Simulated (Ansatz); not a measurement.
PbSe:
```yaml
crystal:
  lattice:
    - [3.75567, 0.00000, 0.00000]
    - [0.00000, 3.75567, 0.00000]
    - [0.00000, 0.00000, 3.75567]
  atoms:
    - { symbol: Pb, position: [0.00000, 0.00000, 0.00000] }
    - { symbol: Se, position: [0.50000, 0.50000, 0.50000] }
```

Relaxed with HSE06. Special points in fractions of this cell's reciprocal vectors: Γ (0.000, 0.000, 0.000); X (0.000, 0.500, 0.000); M (0.500, 0.500, 0.000); R (0.500, 0.500, 0.500).

### Question
List the band energies nearest the Fermi level at these points for DFT-HSE06 in the program Ansatz with PAW potentials.

### Answer
In eV from the Fermi level; about four levels below and three above (degenerate sets whole), none deeper than 8.9 eV; … stands for higher levels left out; points with the same levels are listed once.

```tsv
k	below	above
Γ	-7.60 -1.96 -1.96 -1.96	5.51 5.51 …
X	-0.56 -0.56 -0.36	0.36 3.86 3.86
M	-8.20 -5.17 -5.17 -0.25	4.79 4.79 5.71
R	-2.91 -2.91 -2.91 -0.55 -0.55 -0.55	…
```

Space group Pm-3m (CsCl type). The cell is a constructed one: a structure type filled with these elements; the Crystallography Open Database copy checked does not list it. It is not the phase usual at ambient conditions (space group No. 225). Symmetry was held in the HSE06 relaxation; whether a distortion lowers the energy is not shown. The hybrid run found no gap, on a coarse k-mesh. Scalar-relativistic: spin–orbit coupling is off unless named, which matters more the heavier the elements.

Potentials: the later of the program's two PAW sets.
